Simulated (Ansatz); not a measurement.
RbCr₅S₈ in space group C2/m (No. 12; Pearson symbol mS28), DFT-r²SCAN in the program Ansatz with PAW potentials. The conduction-band minimum lies on the D2–A line, 28 % of the way from D2, with 4 equivalent valleys. Second derivatives d²E/dk² of the lowest band at one valley (eV·Å²), along Cartesian directions:

| direction | d²E/dk² |
|---|---|
| [100] | 5.275 |
| [010] | 4.409 |
| [001] | 5.870 |
| [110] | 4.924 |
| [101] | 9.945 |
| [011] | 5.157 |

Problem. Find the principal effective masses, the density-of-states mass and the conductivity mass.

Solution. Off-diagonal terms follow from H_xy = H[110] − (H_xx + H_yy)/2, and m*/mₑ = 7.620 eV·Å² over each eigenvalue: 0.77, 1.7, 6.4. One valley's DOS mass (m₁m₂m₃)^(1/3) = 2.0, conductivity mass 3/(Σ 1/mᵢ) = 1.5 mₑ.

Problem. What effective density of states Nc follows at 300 K for parabolic valleys?

Solution. Nc = 2.509e19 × 4 × (2.0)^(3/2) / 2 (one spin channel) ≈ 1.4e20 cm⁻³.

The workflow started from a Materials Project entry (that database holds measured and hypothetical structures alike); the Crystallography Open Database files this formula in space group No. 12, but the cells were not matched. Whether it is the stable phase at ambient conditions was not checked. The r²SCAN relaxation kept the symmetry of its start; its stability against distortions is not shown here. The final state is ferromagnetic, the only order run, not a proven ground state. Other orbital occupations within this spin state were not tried. No Hubbard U is applied. Point labels and valley counts follow the cell and symmetry of the run, lower than the named group. Spin–orbit coupling is left out wherever it is not named.

Potentials: the later of the program's two PAW sets.

Edges and masses are those of Kohn–Sham bands, whose gap is no quasiparticle gap.
